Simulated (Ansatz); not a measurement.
# E(M) for TiAu (Pm-3m)

The geometry is a structure as deposited in COD, held fixed and not relaxed.

Settings: PBEsol, 10×10×10 k mesh, Fermi–Dirac smearing of 0.05 eV. PAW means Ansatz 0.2.0 on its default frozen-core files; LAPW is all-electron LAPW in Ansatz 0.2.0. Site moments are integrated in spheres about the atoms, whose radii differ between the methods.

Input of the first run:

```yaml
crystal:
  lattice:
    - [3.254, 0.0, 0.0]
    - [0.0, 3.254, 0.0]
    - [0.0, 0.0, 3.254]
  atoms:
    - { symbol: Ti, position: [0.5, 0.5, 0.5], spin: 1.0 }
    - { symbol: Au, position: [0.0, 0.0, 0.0] }
magnetization:
  spin_polarized: true
kpoints:
  mp_grid: { grid: [10, 10, 10] }
scf:
  occupations: { method: fermi_dirac, width: 0.05 }
  lower_state_search: "off"
hamiltonian:
  xc: pbesol
  pseudopotentials: { kind: paw }
output:
  forces: true
  stress: true
  eigenvalues: true
  populations: true
  dos: { projected: true, de: 0.1, e_range: [-8, 5] }
  write_density: true
  write_potential: true
  elf: true
  volumetric_format: npy
```

Command: `ansatz run input.yaml --threads 1 --pin off --max-ram 3072MiB --backend cpu --events-out ev --progress --plain --runs-dir out`

The input for «total moment held at 0.18 μB» by PAW differs from it in these lines, output keys apart:

```diff
-    - { symbol: Ti, position: [0.5, 0.5, 0.5], spin: 1.0 }
+    - { symbol: Ti, position: [0.5, 0.5, 0.5], spin: 0.18 }
+  initial_magnetization: 0.18
+  spin_locking: { lock_magnetization: hard }
```

The input for «total moment held at 0.89 μB» by LAPW differs from it in these lines, output keys apart:

```diff
-    - { symbol: Ti, position: [0.5, 0.5, 0.5], spin: 1.0 }
+    - { symbol: Ti, position: [0.5, 0.5, 0.5], spin: 0.89 }
+  initial_magnetization: 0.89
+  spin_locking: { lock_magnetization: hard }
-  pseudopotentials: { kind: paw }
+  pseudopotentials: { kind: all_electron, lapw: { basis_error: 0.001 } }
```

Each run fixes M = N↑ − N↓ with two Fermi levels; the holding field B = (E_F↑ − E_F↓)/2μB is the slope of the free energy against M over μB. Energies count from each method's free run. The held moment starts on the atoms that carry the free run's moments.

Does the cell keep a net moment when the moments are free, and how does its energy change with a held moment?

The free run ends with M = 0.74 μB per cell. 
| M (μB/cell) | ΔF PAW (meV/cell) | ΔF LAPW (meV/cell) | B, PAW (T) | largest site moment, PAW (μB) | pressure, PAW (GPa) |
| --- | --- | --- | --- | --- | --- |
| 0.00 | +6.6 | – | – | 0.00 | -4.9 |
| 0.18 | +5.3 | +5.7 | -227 | 0.14 | -4.8 |
| 0.37 | +2.5 | – | -238 | 0.27 | -4.7 |
| 0.52 | +0.8 | +1.0 | -140 | 0.38 | -4.5 |
| 0.63 | +0.2 | – | -61 | 0.46 | -4.3 |
| 0.81 | +0.1 | 0.0 | +39 | 0.58 | -4.0 |
| 0.89 | +0.4 | +0.3 | +100 | 0.63 | -3.9 |
| 1.00 | +1.4 | +1.2 | +239 | 0.71 | -3.7 |

Against an unpolarised PAW run, spin polarisation gains 3.3 meV per atom; the pressure goes from -4.9 to -4.1 GPa, the usual magnetovolume effect: the magnetic state wants the larger volume.

Separate runs put a uniform field on the spins (g = 2):

```csv
field (T),M PAW (μB/cell),M LAPW (μB/cell)
300,1.034,1.040
600,1.154,1.156
```

The rows needn't lie on one branch: at M = 0 the run is unmagnetised, so slopes across such rows needn't follow B.

The PAW files were made with PBE; the program remakes their cores once for the run's functional and then keeps them frozen. The Ansatz runs typed with the search for lower states off end where their start leads. Spin–orbit coupling is left out although heavy atoms are present. The magnetic state is the one that this cell and start allow. It needn't be the compound's measured order, which may need a larger cell or be absent.
